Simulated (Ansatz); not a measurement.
Below is a relaxed structure of SnTe3. It was relaxed at this level from a Materials Project cell.

Theory: DFT PBE, scalar-relativistic, plane waves, PAW in Ansatz. Cutoff 420 eV, Γ-centred mesh, Gaussian smearing, no spin polarisation.

```yaml
crystal:
  lattice:
    - [0.00000, 3.86122, 3.86122]
    - [3.86122, 0.00000, 3.86122]
    - [3.86122, 3.86122, 0.00000]
  atoms:
    - { symbol: Sn, position: [0.00000, 0.00000, 0.00000] }
    - { symbol: Te, position: [0.25000, 0.25000, 0.25000] }
    - { symbol: Te, position: [0.75000, 0.75000, 0.75000] }
    - { symbol: Te, position: [0.50000, 0.50000, 0.50000] }
```

Energies over the elements count from the elements' standard structures at the same level, with no fitted energy shifts. The references include grey tin.

(1) Find its symmetry and describe it.

(2) How far does it lie from the elements in energy?

(3) Is it a metal?

Results:

(1) Fm-3m (No. 225), the BiF3 (D0_3) type. Conventional cell: a = 7.722 Å. Sn has 8 Te at 3.34 Å and 6 Te at 3.86 Å; Te on a site of symmetry -43m is surrounded by 4 Sn at 3.34 Å, 4 Te at 3.34 Å and 6 Te at 3.86 Å; Te on a site of symmetry m-3m has 8 Te at 3.34 Å and 6 Sn at 3.86 Å.

(2) +0.16 eV/atom. It can't be a ground state, since the elements alone are lower.

(3) Yes, bands cross the Fermi level on the 10×10×10 mesh.

The last run used a 10×10×10 mesh for its 4-atom cell and Gaussian smearing of 0.10 eV. Spin–orbit coupling, which can matter for Te, is left out. The reference form of Te is held partly by dispersion forces, which this level lacks. A structure relaxed within its symmetry needn't be a true minimum. Another cell of SnTe3 relaxed alike, in P-62m, lies 110 meV/atom lower, so this cell isn't the stable form at this level.
